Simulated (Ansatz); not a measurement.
NaMo3Se3 in space group P6_3/m (No. 176; Na on 2c, Mo on 6h, Se on 6h) at seven volumes, DFT-r²SCAN in the program Ansatz with PAW potentials, shape and atoms relaxed at each. One row is withheld.

| V (Å³/atom) | P (GPa) |
|---|---|
| 19.460 | 4.07 |
| 20.102 | 2.38 |
| 20.743 | ? |
| 21.385 | -0.06 |
| 22.026 | -0.79 |
| 22.668 | -1.38 |
| 23.309 | -1.81 |

Task: Fit the shown pressures and predict the withheld one.

Result: P = (3/2)B₀(x^(7/2) − x^(5/2))[1 + (3/4)(B′ − 4)(x − 1)] with x = (V₀/V)^(2/3). Least squares on the six rows gives V₀ = 21.368 Å³/atom, B₀ = 30.1 GPa, B′ = 8.21. At V = 20.743, x = 1.0200 and P = 1.01 GPa. The run itself gave 1.03 GPa.

The first step of the workflow began from a Materials Project structure, measured or hypothetical; the Crystallography Open Database copy checked does not list it. Its standing as an ambient phase is unchecked. The r²SCAN relaxation kept the symmetry of its start; its stability against distortions is not shown here. The run is not spin-polarised.

Potentials: the later of the program's two PAW sets.
